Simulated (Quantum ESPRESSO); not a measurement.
# Computed records: Ti$_{3}$Al$_{2}$Cu$_{2}$Mo (simulated cell)

Computed with Quantum ESPRESSO 7.5. Calculation on a made-up metal alloy cell, not a measurement, with one named mistake planted (healthy values lack it): no spin or spin-orbit, unrelaxed, 2900 K smearing, stress positive in tension, cell energy less the intended atoms' offsets; periodic Kohn-Sham density functional theory in plane waves with PseudoDojo standard norm-conserving scalar-relativistic pseudopotentials, each functional with its own files (v0.5 for PBE, v0.4.1 for LDA and PBEsol), eight atoms on drawn sites of a strained close-packed or body-centred lattice, each displaced and held fixed; the energy is the cell's free energy, ions and the entropy term -TS included, at the stated Fermi-Dirac width, less a fixed offset for each atom's element (shifted free energy); compositions with an open d shell lost a parallel starting moment in a cheaper test run, and other magnetic orders were not tried; an error bar is the largest change of its kind in a tighter rerun, never given below 0.002 eV, 0.02 GPa or 0.003 eV/angstrom, and covers cutoff and k-mesh only, not smearing or the files.

## Ti$_{3}$Al$_{2}$Cu$_{2}$Mo (simulated cell)

```xyz
8
Lattice="0.0536 -0.0049 -4.4725 0.0400 5.1083 0.0054 5.8448 0.0462 -0.0682" Properties=species:S:1:pos:R:3 Ti3Al2Cu2Mo
Ti     0.0238    -0.1331     0.0480
Ti     2.9191     0.0328     0.0090
Al     1.4539     2.6935    -0.0396
Cu     4.3878     2.6824     0.0345
Cu     0.0570     1.7009    -2.1323
Mo     3.0111     1.7490    -2.1869
Al     1.4089     4.2273    -2.3395
Ti     4.4933     4.3123    -2.3788
```

* lattice type: hexagonal close-packed
* intended functional: pbe
* cutoff: 1252 eV
* fermi dirac smearing: 0.25 eV
* intended electrons removed: 0
* healthy entropy term negative ts: -1.745 eV
* healthy pressure: -7.1 GPa
* healthy stress xx: 6.68 GPa
* healthy stress yy: 11.55 GPa
* healthy stress zz: 3.07 GPa
* healthy stress yz: 0.32 GPa
* healthy stress xz: -1.08 GPa
* healthy stress xy: 0.78 GPa
* fault kind: wrong element
* fault wrong element site: 3
* fault wrong element: Sn
* run command: mpirun -np 4 pw.x -nk 4 -in in
* run processor: AMD EPYC, Zen 5, virtual cores
* k mesh: 5 x 5 x 4 shifted half a step off Gamma on each axis
* structure shown: the intended cell
* healthy shifted free energy: -0.143 eV
* faulty entropy term negative ts: ?
* faulty stress yy: ?

Atoms:
```
atoms element  atom site  atom energy offset (eV)
           Ti          1                  -1615.4
           Ti          2                  -1615.4
           Al          3                   -63.26
           Cu          4                 -5159.25
           Cu          5                 -5159.25
           Mo          6                 -1911.95
           Al          7                   -63.26
           Ti          8                  -1615.4
```

Healthy forces:
```
site  x (eV/Å)  y (eV/Å)  z (eV/Å)
   1    -0.687     2.006    -0.942
   2    -0.057     0.363      -0.5
   3     0.243    -1.094      0.03
   4     0.163    -0.492    -0.326
   5    -0.087     0.054     -0.13
   6    -0.005    -0.861    -0.279
   7     1.184     0.138     1.143
   8    -0.753    -0.116     1.004
```

Notes: the copper pseudopotential is less sure than most, with forces differing by about three percent and pressure by about two GPa from a second method on plain copper; the tin pseudopotential is less sure than most, with forces differing by about three percent from a second method on plain tin; a spin test at this wide smearing found no moment, but such smearing suppresses magnetism that the real alloy may have; another functional or element uses other pseudopotential files, so its energy jump is mostly a change of zero; lattice, volume and sites are drawn at random and may be unstable or far from any real phase; energies are for the whole cell, less offsets fitted to these runs, so they are not formation energies; error bars of the healthy run: energy 0.002 eV, stress 0.031 GPa, force 0.003 eV/Å, from a tighter rerun of this or a related cell; 21 SCF iterations, 175 s of wall time on a shared machine.

Question: What faulty entropy term negative ts does the calculation give for Ti$_{3}$Al$_{2}$Cu$_{2}$Mo (simulated cell)?
Answer: -1.691 eV

Question: Estimate the faulty stress yy of Ti$_{3}$Al$_{2}$Cu$_{2}$Mo (simulated cell).
Answer: 5.75 GPa

Question: Give the table of faulty forces values for Ti$_{3}$Al$_{2}$Cu$_{2}$Mo (simulated cell).
Answer: 
Faulty forces:
```
site  x (eV/Å)  y (eV/Å)  z (eV/Å)
   1    -1.054      2.26    -0.879
   2     0.306     0.476    -0.472
   3     0.126    -1.963     0.113
   4     0.217    -0.471    -0.307
   5    -0.494    -0.176    -0.274
   6     0.508    -1.125    -0.442
   7     1.168     0.901     1.226
   8    -0.778       0.1     1.034
```

Further results for Ti$_{3}$Al$_{2}$Cu$_{2}$Mo (simulated cell):

- faulty pressure: -1.18 GPa
- faulty stress xx: 1.85 GPa
- faulty stress zz: -4.07 GPa
- faulty stress yz: -0.46 GPa
- faulty stress xz: -0.92 GPa
- faulty stress xy: 1.27 GPa
- faulty shifted free energy: -2081 eV
